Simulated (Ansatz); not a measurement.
Relaxed Sn (diamond):

```
Sn
1.0
    0.00000     3.28336     3.28336
    3.28336     0.00000     3.28336
    3.28336     3.28336     0.00000
Sn
2
Direct
  0.25000   0.25000   0.25000
  0.00000   0.00000   0.00000
```

Scan: atom 1 (Sn, nearest neighbour Sn at 2.843 Å; its periodic images, 4.6 Å or more away, move with it) is displaced towards the nearest neighbour, direction (-0.577, -0.577, -0.577) in Cartesian axes, by s. The other atoms stay.

Calculation: r2SCAN (plane waves to 500 eV, PAW, scalar-relativistic; Ansatz, a program for electronic structure). k mesh 10×10×10 (Γ-centred), Fermi-Dirac smearing 0.05 eV. The energy includes the smearing's −TS. With partly filled bands, energies and forces of such displacements shift with the k mesh and the smearing. Sn was relaxed with its symmetry unable to fall. ΔE is measured from the undisplaced structure. The last digit holds for this mesh only.

```json
[
 {"s (Å)": "-0.570", "ΔE (meV/cell)": "703.2"},
 {"s (Å)": "-0.456", "ΔE (meV/cell)": "513.8"},
 {"s (Å)": "-0.342", "ΔE (meV/cell)": "326.4"},
 {"s (Å)": "-0.228", "ΔE (meV/cell)": "160.5"},
 {"s (Å)": "-0.114", "ΔE (meV/cell)": "44.4"},
 {"s (Å)": "0.000", "ΔE (meV/cell)": "0.0"},
 {"s (Å)": "0.114", "ΔE (meV/cell)": "55.6"},
 {"s (Å)": "0.228", "ΔE (meV/cell)": "244.7"},
 {"s (Å)": "0.342", "ΔE (meV/cell)": "608.3"},
 {"s (Å)": "0.456", "ΔE (meV/cell)": "1198.3"},
 {"s (Å)": "0.570", "ΔE (meV/cell)": "2084.2"}
]
```

What force constant k = d²E/ds² at s = 0 does the table give?

7.7 eV/Å². It is the second difference of the nearest points, corrected with the next pair.

With k = 7.65 eV/Å² from the forces, is the well harmonic out to s = 0.570 Å?

½ks² = 1242 meV/cell against the computed 2084 meV/cell, so the well is stiffer than harmonic there.

(A displaced cell: forces are minus the slopes of the energy, force constants its curvatures, and phonons follow from these.)
